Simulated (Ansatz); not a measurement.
Total density of states per atom from DFT-r²SCAN in the program Ansatz with PAW potentials, in 0.25 eV bins, energy from the valence-band maximum:

```
E (eV) | states/eV/atom
    -7.85 | ####### 0.36
    -7.60 | ### 0.15
    -7.35 | ######## 0.40
    -7.10 | ##### 0.25
    -6.85 | ############################## 1.48
    -6.60 | ##### 0.25
    -6.35 |  0.00
    -6.10 |  0.00
    -5.85 |  0.00
    -5.60 |  0.00
    -5.35 |  0.00
    -5.10 |  0.00
    -4.85 |  0.00
    -4.60 |  0.00
    -4.35 |  0.00
    -4.10 |  0.00
    -3.85 |  0.00
    -3.60 |  0.00
    -3.35 |  0.00
    -3.10 |  0.00
    -2.85 |  0.00
    -2.60 |  0.00
    -2.35 |  0.00
    -2.10 | ### 0.16
    -1.85 | ################### 0.94
    -1.60 | ########## 0.51
    -1.35 | ############# 0.64
    -1.10 | ##################### 1.06
    -0.85 | ############# 0.65
    -0.60 | ################# 0.85
    -0.35 | ################### 0.92
    -0.10 | ############## 0.67
     0.15 |  0.00
     0.40 |  0.00
     0.65 |  0.00
     0.90 |  0.00
     1.15 |  0.00
     1.40 |  0.00
     1.65 |  0.00
     1.90 |  0.00
     2.15 |  0.00
     2.40 |  0.00
     2.65 |  0.00
     2.90 |  0.00
     3.15 |  0.00
     3.40 |  0.00
     3.65 |  0.00
     3.90 |  0.00
     4.15 |  0.00
     4.40 |  0.00
     4.65 |  0.00
     4.90 |  0.00
     5.15 | ############## 0.69
     5.40 | #################### 1.01
     5.65 | ######## 0.40
     5.90 | ######### 0.45
     6.15 | ####### 0.36
     6.40 | ######## 0.38
     6.65 | ########## 0.49
     6.90 | ###### 0.31
     7.15 | ####### 0.36
     7.40 | ##### 0.24
     7.65 | ####### 0.34
     7.90 | ######### 0.42
     8.15 | ############# 0.64
     8.40 | ############# 0.63
     8.65 | ########## 0.48
     8.90 | ############ 0.59
     9.15 | ############ 0.61
     9.40 | ######### 0.45
     9.65 | ######### 0.42
     9.90 | ########### 0.53
```

**Question.** Pick the material that matches.
A) SiC, 6H polytype
B) LaSi2Au2, I4/mmm (La on 2a, Si on 4e, Au on 4d)
C) C, Fd-3m (C on 8b, C on 32e)
D) Zr2CN, R-3m (Zr on 6c, C on 3a, N on 3b)

**Answer.** C, C, Fd-3m (C on 8b, C on 32e). Top 1 eV of the valence band: C 2p 96 %. Bottom 1 eV of the conduction band: C 2p 84 %, C 2s 10 %, outside the projected shells 5 %. Projections are on Löwdin-orthogonalised atomic valence shells; empty p or d shells of many metals are not among them.

The start of the workflow was typed in or built on a structure type. Its sites differ from those of the usual phase in this space group: another stacking or structure type. The cell was relaxed with r²SCAN under the symmetry of its start; whether a distortion lowers the energy is not shown.

Potentials: the earlier of the program's two PAW sets.
